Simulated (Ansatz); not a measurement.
Input file for Ansatz (an electronic-structure program):

Ansatz 0.2 input:
```yaml
crystal:
  lattice:
    - [0.0, 2.6794333382, 2.6794333382]
    - [2.6794333382, 0.0, 2.6794333382]
    - [2.6794333382, 2.6794333382, 0.0]
  atoms:
    - { symbol: Ce, position: [0.0, 0.0, 0.0] }
    - { symbol: O, position: [0.25, 0.25, 0.25] }
    - { symbol: O, position: [0.75, 0.75, 0.75] }
kpoints:
  mp_grid: { grid: [9, 9, 9] }
hamiltonian:
  xc: lda
  pseudopotentials: { azcp: { folder: ./paw }, kind: paw }
scf:
  occupations: { method: fixed }
elastic: { mode: relaxed_ion, stencil: two_point, amplitude: 0.005, f_tol: 0.0005 }
```

Output (shortened):

```
Pseudopotential: Ce, paw, valence charge 12
Pseudopotential: O, paw, valence charge 6
Functional definition: SPW92
Crystal: 3 atoms, lattice volume = 38.473 Å³
Basis set: ecut = 420 eV, 749 PW (Γ)
Bands: 16, of which v1, the nominal top of the filled ones, is band 12 counted from 1 (11 counted from 0)
Symmetry: 48 space group operations
Space group: Fm-3m (ITA 225), of the structure as read, at distance tolerance 3.4e-5 Å
k-points: 35 of 729
SCF 1 converged in 14 iterations: F = -7513.828772 eV  dr2 = 1.50e-15
Crystal: 3 atoms, lattice volume = 38.281 Å³
Basis set: ecut = 420 eV, 741 PW (Γ)
Symmetry: 16 space group operations
k-points: 75 of 729
SCF 2 converged in 9 iterations: F = -7513.827698 eV  dr2 = 2.39e-14
Crystal: 3 atoms, lattice volume = 38.666 Å³
SCF 3 converged in 7 iterations: F = -7513.827666 eV  dr2 = 6.86e-14
Crystal: 3 atoms, lattice volume = 38.473 Å³
Basis set: ecut = 420 eV, 745 PW (Γ)
Symmetry: 8 space group operations
k-points: 125 of 729
SCF 4 converged in 10 iterations: F = -7513.828602 eV  dr2 = 1.37e-14
relax step   1: F+E_penalty+E_count = -7513.82860159 eV  Δ(F+E_penalty+E_count) = +0.000e0 eV  max|allowed force component| = 1.105e-2 eV/Å  Δτ_max = 0.0000 Å  (10 SCF iters, accepted)
Crystal: 3 atoms, lattice volume = 38.473 Å³
SCF 5 converged in 8 iterations: F = -7513.828612 eV  dr2 = 3.97e-14
relax step   2: F+E_penalty+E_count = -7513.82861172 eV  Δ(F+E_penalty+E_count) = -1.013e-5 eV  max|allowed force component| = 2.032e-3 eV/Å  Δτ_max = 0.0011 Å  (8 SCF iters, accepted)
Crystal: 3 atoms, lattice volume = 38.473 Å³
SCF 6 converged in 10 iterations: F = -7513.828612 eV  dr2 = 5.60e-14
relax step   3: F+E_penalty+E_count = -7513.82861208 eV  Δ(F+E_penalty+E_count) = -3.546e-7 eV  max|allowed force component| = 2.135e-8 eV/Å  Δτ_max = 0.0002 Å  (10 SCF iters, accepted)
Crystal: 3 atoms, lattice volume = 38.473 Å³
SCF 7 converged in 3 iterations: F = -7513.828612 eV  dr2 = 1.16e-16
Crystal: 3 atoms, lattice volume = 38.473 Å³
SCF 8 converged in 10 iterations: F = -7513.828602 eV  dr2 = 1.47e-14
relax step   1: F+E_penalty+E_count = -7513.82860160 eV  Δ(F+E_penalty+E_count) = +0.000e0 eV  max|allowed force component| = 1.105e-2 eV/Å  Δτ_max = 0.0000 Å  (10 SCF iters, accepted)
Crystal: 3 atoms, lattice volume = 38.473 Å³
SCF 9 converged in 8 iterations: F = -7513.828612 eV  dr2 = 3.00e-14
relax step   2: F+E_penalty+E_count = -7513.82861208 eV  Δ(F+E_penalty+E_count) = -1.049e-5 eV  max|allowed force component| = 8.706e-8 eV/Å  Δτ_max = 0.0009 Å  (8 SCF iters, accepted)
Crystal: 3 atoms, lattice volume = 38.473 Å³
SCF 10 converged in 2 iterations: F = -7513.828612 eV  dr2 = 2.30e-14
SCF converged after 14 iterations
Free energy (F): -7513.828772 eV
Harris-Foulkes:  -7513.828772 eV  (|F-HF|=6.37e-12)
Internal energy: -7513.828772 eV  (E = F + TS)
E sigma→0 (E₀):  -7513.828772 eV
Fermi energy:    10.874424 eV
--- Per-component energies (eV) ---
  E_band       = 25.541518
  E_kinetic    = 578.596321
  E_local      = -902.237139  (includes V_loc(G=0)·N_el)
  E_nonlocal   = 210.330089
  E_hartree    = 335.118368
  E_xc         = -290.119993
  E_vxc        = -357.473070  (∫ρ·V_xc dr)
  E_paw        = -5699.889274  (= ΣΔE_a)
  E_vpaw       = -173.913020  (= ΣTr[D̂ρ^β])
  E_aug_tail   = 0.001602  (compensation charges beyond the density's cutoff)
  E_ewald      = -1746.257114
  E_core_change = 0.628369  (= ΣΔE_core)
  E_smearing   =  0.000000  (= −TS)
  E_closure    = 0.000000  (closes the sum)
  Σ components = -7513.828772   (vs F -7513.828772, Δ=0.00e0)
--- Forces (eV/Å), atoms counted from 1 ---
  atom   1  Ce     0.00000000     0.00000000     0.00000000
  atom   2  O      0.00000000     0.00000000     0.00000000
  atom   3  O      0.00000000     0.00000000     0.00000000
  max |Σ_I F_I| component: 1.39e-17 eV/Å
--- Stress (GPa, compression-positive) ---
       -0.002726       0.000000       0.000000
        0.000000      -0.002726       0.000000
        0.000000       0.000000      -0.002726
  P = ⅓ Tr σ = -0.0027 GPa (-0.027 kbar)
--- Band table (eV; the first three rows and the last of 35) ---
  k-point 0: bands = ["-21.3973", "-5.1991", "-4.1932", "-3.4694", "-3.4694", "-3.4694", "6.8149", "6.8149", "6.8149", "10.2256", "10.2256", "10.2256", "13.2599", "13.2599", "13.2599", "13.5699"]
  k-point 1: bands = ["-21.3695", "-5.6946", "-4.3041", "-3.5043", "-3.5043", "-2.9617", "6.9375", "6.9375", "7.1574", "10.1076", "10.1787", "10.1787", "13.2465", "13.2465", "13.2611", "13.5856"]
  k-point 2: bands = ["-21.2978", "-6.4920", "-4.5929", "-3.5902", "-3.5902", "-2.0878", "7.2356", "7.2356", "7.9990", "9.8790", "10.0857", "10.0857", "13.2043", "13.2043", "13.2642", "13.5494"]
  k-point 34: bands = ["-21.0722", "-7.2087", "-6.8023", "-4.1678", "-1.8861", "-1.3041", "7.7966", "8.5892", "9.4883", "9.8407", "10.0432", "10.4186", "13.0013", "13.1391", "13.1410", "13.3515"]
--- Elastic constants: 2 strain directions × 2 members + reference (group order 48) ---
  dense FFT box of the reference and of every strained cell: 27×27×27
  strains applied: 11, 23; error gains: componentwise 1.00 (the most a stress slope's error grows in a printed constant), spectral 1.73 (1 for all six strains …
  C = ∂σ_k/∂η_j (tension-positive GPa; Voigt order 11 22 33 23 13 12):
       375.306    120.358    120.358      0.000      0.000      0.000
       120.358    375.306    120.358      0.000      0.000      0.000
       120.358    120.358    375.306      0.000      0.000      0.000
         0.000      0.000      0.000     67.184      0.000      0.000
         0.000      0.000      0.000      0.000     67.184      0.000
         0.000      0.000      0.000      0.000      0.000     67.184
  reference stress σ⁰ (GPa):      0.003      0.003      0.003      0.000      0.000      0.000
  moduli (Voigt/Reuss/Hill, GPa): K = 205.34/205.34/205.34   G = 91.30/82.86/87.08   E = 228.89   ν = 0.314
  mechanically stable: yes (min eigenvalue of sym C = 67.18 GPa)
  strain η (Voigt 11):  stress-route row diagonal C_11 = 375.31 GPa, energy-path curvature d²(F+E_count+ΔE)/dδ²/Ω₀ = 375.33 GPa
         δ    σ_11 (GPa)             F (eV)   n_scf  n_hpsi   n_pw
    -5.000e-3      -1.8935       -7513.8276979       9   32849    759   relax 0 steps, max|allowed force component| 1.11e-16 eV/Å
     5.000e-3       1.8595       -7513.8276664       7   26663    766   relax 0 steps, max|allowed force component| 1.11e-16 eV/Å
  strain η (Voigt 23):  stress-route row diagonal C_44 = 67.18 GPa, energy-path curvature d²(F+E_count+ΔE)/dδ²/Ω₀ = 67.33 GPa
         δ    σ_23 (GPa)             F (eV)   n_scf  n_hpsi   n_pw
    -5.000e-3      -0.3359       -7513.8286121       3   30265    764   relax 3 steps, max|allowed force component| 2.13e-8 eV/Å
     5.000e-3       0.3359       -7513.8286121       2   21143    764   relax 2 steps, max|allowed force component| 8.71e-8 eV/Å
```

Cost: roughly 30 core-seconds on shared cores.

The LDA relaxation kept the symmetry of its start. No spin polarisation was allowed. The 4f shell is in the valence. No Hubbard U is applied. Spin–orbit coupling is left out wherever it is not named.

Potentials: the earlier of the program's two PAW sets. The files were generated under PBE; for other functionals the program regenerates the frozen cores, and for LDA and PBEsol the local potential too.

Ansatz is a plane-wave DFT program.
